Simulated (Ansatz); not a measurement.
Clean, relaxed (100) surface of AlNi, space group Pm-3m (No. 221) (top face towards +c; atoms held fixed, by place in the list: 1, 2, 3):

```yaml
crystal:
  lattice:
    - [2.86217, 0.00000, 0.00000]
    - [0.00000, 2.86217, 0.00000]
    - [0.00000, 0.00000, 24.15541]
  atoms:
    - { symbol: Ni, position: [0.50000, 0.50000, 0.35189] }
    - { symbol: Al, position: [0.00000, 0.00000, 0.41113] }
    - { symbol: Ni, position: [0.50000, 0.50000, 0.47038] }
    - { symbol: Al, position: [0.00000, 0.00000, 0.52975] }
    - { symbol: Ni, position: [0.50000, 0.50000, 0.59132] }
    - { symbol: Al, position: [0.00000, 0.00000, 0.64694] }
```

Level of theory: DFT PBEsol, scalar-relativistic, plane waves, PAW (Ansatz 0.2.0). Settings: cutoff 420 eV, Γ-centred mesh 10×10×1 on the computed 6-atom cell, Gaussian smearing of 0.10 eV; no spin polarisation. A dipole correction removes the field between periodic images along c.

O (atom) is adsorbed on the top face, one adsorbate per 8.2 Å², and relaxed from 3 starting sites (fractions of a and b). E_ads counts from the clean slab and the free adsorbate (spin-polarised where it has unpaired electrons); negative means bound. Heights count from the highest slab atom after relaxation. Δφ is the top face's. Δp counts per cell along +c. Bonded neighbours lie within 1.25 times the sum of covalent radii (1.35 for H) and, on that scale, within 12 % of the closest. With the adsorbate the cell is lengthened along c to keep the vacuum.

```json
{"start": "top (Al) at (0.00, 0.00)", "ends at": "(0.00, 0.00), 1 bonded neighbour (Al)", "E_ads (eV)": "-4.02", "height (Å)": "1.69", "shortest contact": "O–Al 1.69 Å", "Δφ (eV)": "+5.76", "Δp (e·Å)": "-0.259"}
{"start": "bridge (Al-Al) at (0.00, 0.50)", "ends at": "(0.00, 0.50), 2 bonded neighbours (Al)", "E_ads (eV)": "-6.87", "height (Å)": "0.90", "shortest contact": "O–Al 1.69 Å", "Δφ (eV)": "+3.40", "Δp (e·Å)": "-0.153"}
{"start": "hollow (over Ni) at (0.50, 0.50)", "ends at": "(0.50, 0.50), 5 bonded neighbours (Al and Ni)", "E_ads (eV)": "-6.89", "height (Å)": "0.60", "shortest contact": "O–Al 2.11 Å", "Δφ (eV)": "+0.01", "Δp (e·Å)": "-0.002"}
```

Among the sites tried, the lowest end comes from the hollow (over Ni) at (0.50, 0.50) start; other sites may lie lower.

Each end is the local minimum or symmetric point that its start leads to. The slab is only 7.2 Å thick, so the energies aren't converged with thickness.

Spin polarisation was left out, and a magnetic state may lie lower.

Cost: 4 runs of about 13 core-minutes in all, on Arm Neoverse V2 (shared hosts).